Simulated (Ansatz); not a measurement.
FeBiO3:
```
CELL_PARAMETERS angstrom
      4.72705     2.85186     0.00000
     -4.72705     2.85186     0.00000
     -3.41032     0.00000     4.53995
ATOMIC_POSITIONS crystal
  Bi 0.89816 0.39816 0.24387
  Fe 0.20460 0.20460 0.00000
  O  0.03955 0.96406 0.77399
  O  0.96406 0.03955 0.22601
  O  0.01723 0.51723 0.68218
  Bi 0.39816 0.89816 0.75613
  Fe 0.70460 0.70460 0.50000
  O  0.46406 0.53955 0.19850
  O  0.53955 0.46406 0.80150
  O  0.51723 0.01723 0.31782
```
Starting moments (μB, in the order of the atoms Bi Fe O O O Bi Fe O O O): 0.0 3.6 0.1 0.1 0.0 0.0 -3.6 -0.1 -0.1 0.0.

Relaxed with PBEsol. Special points in fractions of this cell's reciprocal vectors: Γ (0.000, 0.000, 0.000); C (0.392, 0.392, 0.000); C2 (-0.392, 0.608, 0.000); Y2 (-0.500, 0.500, 0.000); M2 (-0.500, 0.500, 0.500); D (-0.250, 0.750, 0.500); D2 (0.250, 0.250, 0.500); A (0.000, 0.000, 0.500); L2 (0.000, 0.500, 0.500); V2 (0.000, 0.500, 0.000).

Task: List the band energies nearest the valence-band maximum at these points for PBEsol (plane waves, PAW; program Ansatz).

Result: In eV from the valence-band maximum; about four levels below and three above (degenerate sets whole), none deeper than 8.9 eV; points with the same levels are listed once.

```json
[
 {"k": "Γ ↑", "below": "-1.62 -1.33 -0.47 -0.39", "above": "0.97 1.00 1.03"},
 {"k": "C ↑", "below": "-1.26 -1.17 -0.36 -0.34", "above": "1.05 1.13 1.24"},
 {"k": "Y2 ↑", "below": "-1.22 -1.10 -0.57 -0.51", "above": "1.05 1.16 1.24"},
 {"k": "M2 ↑", "below": "-1.58 -1.16 -0.55 -0.19", "above": "1.19 1.26 1.34"},
 {"k": "D ↑", "below": "-1.65 -1.33 -0.84 -0.25", "above": "1.11 1.17 1.26"},
 {"k": "A ↑", "below": "-1.63 -1.27 -0.43 -0.16", "above": "1.05 1.09 1.49"},
 {"k": "L2 ↑", "below": "-1.58 -1.52 -0.74 -0.37", "above": "0.99 1.18 1.28"},
 {"k": "V2 ↑", "below": "-1.64 -1.06 -0.19 0.00", "above": "0.83 1.15 1.31"}
]
```

Space group Ima2. The start of the workflow was typed in or built on a structure type; neither database checked (COD, Materials Project) lists it. It is not the phase usual at ambient conditions (space group No. 161). The PBEsol relaxation kept the symmetry of its start, as lowered by the spin order; whether a distortion lowers the energy is not shown. The final state is antiferromagnetic, chosen from 5 collinear starts compared on coarse meshes (ties went to the first, and starts can fall back to one state), not a proven ground state. No Hubbard U is applied. Point labels and valley counts follow the cell and symmetry of the run, lower than the named group. Scalar-relativistic: spin–orbit coupling is off unless named, which matters more the heavier the elements.

Potentials: the later of the program's two PAW sets.
